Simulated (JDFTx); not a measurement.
Nb(110) slab cut from bulk Nb (space group Im-3m, indices of the conventional cell, lattice of the Materials Project entry mp-75, not re-optimised): 4 atoms in 4 planes, a 1x1 cell of 7.78 Å² (|a| = 2.873, |b| = 2.873 Å), 6.8 Å between the outermost planes, cell height 23.0 Å, 8×8×1 k mesh, Fermi smearing 0.01 Ha, no spin polarisation.

Profiles through the double layer of this slab, charged, in CANDLE, acetonitrile, 1 M NaF; PBE, GBRV ultrasoft potentials, plane waves to 20/100 Ha, a modified build of JDFTx. z is the height above the outermost atoms, φ the plane-averaged electrostatic potential energy of an electron (zero in the bulk liquid), ρ_b the bound charge of solvent and ions, s the cavity shape function (0 in the solid, 1 in the liquid).

```csv
z (Å),n (e/Å³),s,φ (eV),ρ_b (10⁻³ e/Å³)
0.81,0.3065,0.00,-2.504,0.00
1.28,0.0802,0.00,-2.596,-0.06
1.74,0.0287,0.00,-1.192,-1.51
2.21,0.0100,0.01,-0.344,-4.39
2.68,0.0033,0.08,-0.114,-0.86
3.15,0.0010,0.20,-0.061,0.35
3.62,0.0003,0.35,-0.040,0.13
4.09,0.0001,0.49,-0.028,0.00
4.56,0.0000,0.63,-0.021,-0.03
5.03,0.0000,0.77,-0.016,-0.03
5.50,0.0000,0.90,-0.012,-0.02
5.97,0.0000,0.98,-0.010,-0.01
6.44,0.0000,1.00,-0.008,-0.01
6.91,0.0000,1.00,-0.006,-0.01
7.38,0.0000,1.00,-0.005,-0.01
7.85,0.0000,1.00,-0.004,-0.01
```

### Question
Is the electrode positively or negatively charged, and roughly by how much?

### Answer
Positively: σ = 4.9 μC/cm² per face. The liquid's bound charge is of the opposite sign overall, and far from the surface φ decays with the screening length (2.1 Å).
